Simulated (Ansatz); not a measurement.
Mg (diamond, space group No. 227) under volume change, PBEsol (plane waves, PAW; program Ansatz), scaled uniformly.

```csv
V (Å³/atom),E − E(relaxed) (meV/atom),P (GPa)
35.262,(withheld),(withheld)
36.425,6.0,0.87
37.587,(withheld),(withheld)
38.750,0.0,0.00
39.912,1.2,-0.33
41.075,4.7,-0.62
42.237,10.1,-0.86
```

Task: What belongs in the gaps?

Result: 
- 37.587, E − E(relaxed) (meV/atom): 1.4
- 37.587, P (GPa): 0.40
- 35.262, E − E(relaxed) (meV/atom): 14.2
- 35.262, P (GPa): 1.42

Task: What does a third-order Birch–Murnaghan fit give for V₀, B₀ and B′?

Result: V₀ = 38.76 Å³/atom, B₀ = 12.1 GPa, B′ = 4.5.

Space group Fd-3m (diamond). The start of the workflow was typed in or built on a structure type; neither database checked (COD, Materials Project) lists it. It is not the phase usual at ambient conditions (space group No. 194). The cell was relaxed with PBEsol under the symmetry of its start. At this level the phase is mechanically unstable.

Potentials: the earlier of the program's two PAW sets. The files were generated under PBE; for other functionals the program regenerates the frozen cores, and for LDA and PBEsol the local potential too.
